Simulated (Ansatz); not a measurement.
Ga (α-Ga, Cmce) at seven volumes, DFT-PBE in the program Ansatz with PAW potentials, shape and atoms relaxed at each. One row is withheld.

| V (Å³/atom) | P (GPa) |
|---|---|
| 18.490 | 5.80 |
| 19.099 | ? |
| 19.709 | 1.57 |
| 20.319 | 0.00 |
| 20.928 | -1.32 |
| 21.538 | -2.42 |
| 22.147 | -3.32 |

Fit the shown pressures and predict the withheld one.

P = (3/2)B₀(x^(7/2) − x^(5/2))[1 + (3/4)(B′ − 4)(x − 1)] with x = (V₀/V)^(2/3). Least squares on the six rows gives V₀ = 20.316 Å³/atom, B₀ = 48.2 GPa, B′ = 5.22. At V = 19.099, x = 1.0420 and P = 3.50 GPa. The run itself gave 3.48 GPa.

The PBE relaxation kept the symmetry of its start.

Potentials: the later of the program's two PAW sets.
